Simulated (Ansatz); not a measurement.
SrP2Pd2:
Space group I4/mmm (No. 139); a = b = 4.200 Å, c = 9.707 Å, α = β = γ = 90.00°

```
atom  site  symmetry       x       y       z
----  ----  --------  ------  ------  ------
P       4e       4mm  0.0000  0.0000  0.3848
Pd      4d      -4m2  0.0000  0.5000  0.2500
Sr      2a     4/mmm  0.0000  0.0000  0.0000
```
(The calculation used a cell of 5 atoms; values per cell refer to that cell.)

Relaxed with PBEsol.

Q: Tabulate the valence density and the electron localisation function along the shortest P–Pd contact (2.47 Å), PBEsol in the plane-wave PAW code Ansatz.

A: 

```
distance from P (Å)  density (e/Å³)   ELF
-------------------  --------------  ----
0.25                           0.16  0.00
0.37                           0.35  0.07
0.49                           0.57  0.38
0.62                           0.70  0.69
0.74                           0.71  0.80
0.87                           0.64  0.79
0.99                           0.55  0.70
1.11                           0.49  0.52
1.24                           0.47  0.33
1.36                           0.55  0.24
1.48                           0.77  0.26
1.61                           1.35  0.36
1.73                           2.77  0.47
1.86                           5.28  0.53
1.98                           8.37  0.52
2.10                          11.09  0.46
2.23                          12.85  0.35
```

The density is the valence pseudo-density with augmentation charge, so density and ELF within about 1 Å of a nucleus are not all-electron values.

The workflow started from an entry of the Crystallography Open Database (COD). Whether it is the stable phase at ambient conditions was not checked. The cell was relaxed with PBEsol under the symmetry of its start; whether a distortion lowers the energy is not shown. No spin polarisation was allowed.

Potentials: the later of the program's two PAW sets.
